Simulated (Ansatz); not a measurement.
Si$_{3}$N$_{4}$:
```
Si3N4
1.0
    7.57356     0.00000     0.00000
   -3.78678     6.55890     0.00000
    0.00000     0.00000     2.89149
Si N
6 8
Direct
  0.17384   0.76746   0.25000
  0.40637   0.17384   0.75000
  0.23254   0.40637   0.25000
  0.82616   0.23254   0.75000
  0.59363   0.82616   0.25000
  0.76746   0.59363   0.75000
  0.33333   0.66667   0.25000
  0.66667   0.33333   0.75000
  0.33013   0.02951   0.25000
  0.30061   0.33013   0.75000
  0.97049   0.30061   0.25000
  0.66987   0.97049   0.75000
  0.69939   0.66987   0.25000
  0.02951   0.69939   0.75000
```

x, y and z are the axes in which the lattice vectors are written.

Give the high-frequency dielectric tensor and the Born effective charge tensors of the independent atoms from DFPT, plane-wave PAW LDA (Ansatz code).


ε∞:
```
4.24  0.00  0.00
0.00  4.24  0.00
0.00  0.00  4.31
```
Z* of atom 1 (Si), rows: field, columns: displacement, in e:
```
3.16  0.08  0.00
0.10  3.55  0.00
0.00  0.00  3.41
```
Z* of atom 7 (N), rows: field, columns: displacement, in e:
```
-2.95   0.05   0.00
-0.05  -2.95   0.00
 0.00   0.00  -1.75
```
Z* of atom 9 (N), rows: field, columns: displacement, in e:
```
-1.60  -0.07   0.00
-0.06  -3.15   0.00
 0.00   0.00  -2.82
```

Space group P6_3/m. Symmetry was held in the LDA relaxation.

Potentials: the later of the program's two PAW sets.
